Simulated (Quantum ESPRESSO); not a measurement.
Convergence of NMR parameters in BaS

```yaml
crystal:
  lattice:
    - [0.00000, 3.22568, 3.22568]
    - [3.22568, 0.00000, 3.22568]
    - [3.22568, 3.22568, 0.00000]
  atoms:
    - { symbol: Ba, position: [0.00000, 0.00000, 0.00000] }
    - { symbol: S, position: [0.50000, 0.50000, 0.50000] }
```
The cell comes from the Materials Project (a computed structure). It is BaS in Fm-3m; whether this form has been observed was not checked. Stability against distortions was not tested.

Method: σ by PBE GIPAW (a modified build of Quantum ESPRESSO, JTH PAW datasets). The cutoff rises from row to row, with the meshes as listed. Costs are rough, from a shared machine. Shieldings are absolute and leave out the bulk-susceptibility term; a larger σ means a smaller chemical shift. Spin–orbit coupling is left out; its weight grows with the heaviest atom, Ba here. No d partial waves on S: the paramagnetic term there is incompletely reconstructed.

| setting | cutoff (Ha) | k-mesh |
|---|---|---|
| A | 10 | 4×4×4 through Γ |
| B | 12 | 3×3×3 shifted |
| C | 20 | 5×5×5 shifted |
| D | 30 | 7×7×7 shifted |

Problem. From which setting on does σ_iso Ba (ppm) stay within 1 of the tightest run?

Solution. From C on. Differences from the tightest run: A -64.8, B -21.3, C -0.3.

```tsv
setting	cutoff (Ha)	k-mesh	σ_iso Ba (ppm)	σ_iso S (ppm)	f-sum rule missed by (%)	rough cost ratio
A	10	4×4×4 through Γ	4379.0	130.4	0.39	about 1
B	12	3×3×3 shifted	4422.6	97.3	0.88	about 1
C	20	5×5×5 shifted	4443.6	120.8	0.03	4
D	30	7×7×7 shifted	4443.8	120.0	0.00	20
```
